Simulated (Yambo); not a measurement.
G0W0@LDA for ScF$_{3}$ (space group R-3c, No. 167) in Yambo (2×2×2 mesh, 7 Ry block, plasmon pole, screening fixed), without a terminator:

```csv
bands N in G,gap Γ → Γ (eV),shift of the valence edge (eV)
81,11.629,-1.682
131,11.571,-1.878
197,11.499,-1.993
```

Extrapolate both columns to infinite N with E(N) = E∞ + A/N, test the form, and compare with the terminator.

From two points, E∞ = (N2 E2 − N1 E1)/(N2 − N1). The two largest N give 11.36 eV for the gap and -2.22 eV for the shift; the two smallest give 11.48 eV and -2.20 eV. For the gap the slopes A are 12 and 28 eV: the form isn't reached, and its limit is uncertain. For the shift the slopes A are 42 and 45 eV: the 1/N form holds. With the Bruneval-Gonze terminator and 197 bands the run gives 11.38 eV and -2.19 eV, 0.02 eV and 0.04 eV from the extrapolated values: the terminator too is an estimate of the remainder. Block, mesh and the bands in W are held fixed.

Geometry of the Materials Project entry, not relaxed at this level; primitive cell a = b = c = 5.7004 Å, α = β = γ = 60.03°.

The structure is a Materials Project entry; no match was found in the copy of COD used, and its stability was not checked.

A shift is the quasiparticle energy of the state minus its LDA energy.
